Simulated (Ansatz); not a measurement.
The elements of this relaxed trial sheet are hidden behind letters. The sheet is periodic along a and b; c holds vacuum.

```
lattice vectors (Å)
   3.9685    0.0000    0.0000
   0.0000    6.3041    0.0000
   0.0000    0.0000   32.2830
fractional positions
X 0.0000 0.0000 0.2943
X 0.0000 0.5000 0.2943
Z 0.0000 0.7500 0.2281
Z 0.5000 0.7500 0.3322
Z 0.0000 0.2500 0.3605
Z 0.5000 0.2500 0.2563
```

These are results of DFT PBE, scalar-relativistic, plane waves, PAW (Ansatz 0.2.0), not measurements. Settings of the last relaxation (6-atom cell): 420 eV, 10×6×1 k points, Gaussian smearing of 0.10 eV, no spin polarisation.

```
Layer group                               : pmma (No. 41)
In-plane cell                             : a = 3.968 Å, b = 6.304 Å, γ = 90.0°
Area per atom                             : 4.17 Å²
Thickness between the outermost nuclei    : 4.27 Å
Formation energy                          : −1.48 eV/atom
Gap on the 10×6×1 mesh of the 6-atom cell : 0 eV (a metal)
```

Energies are uncorrected and count from the elements' standard states at the same level.

Question: X is a d-block element of period 4 and Z is a p-block element of period 4. Which elements are they?

Answer: X = Sc, Z = Br, so the formula is ScBr2. Sc at height 2.14 Å has 6 Br at 2.66–2.81 Å; Br at height 0.00 Å has 2 Sc at 2.66 Å; Br at height 3.36 Å has 4 Sc at 2.81 Å. Other elements may fit the hints; this set was computed.

A structure relaxed within its symmetry needn't be a true minimum.
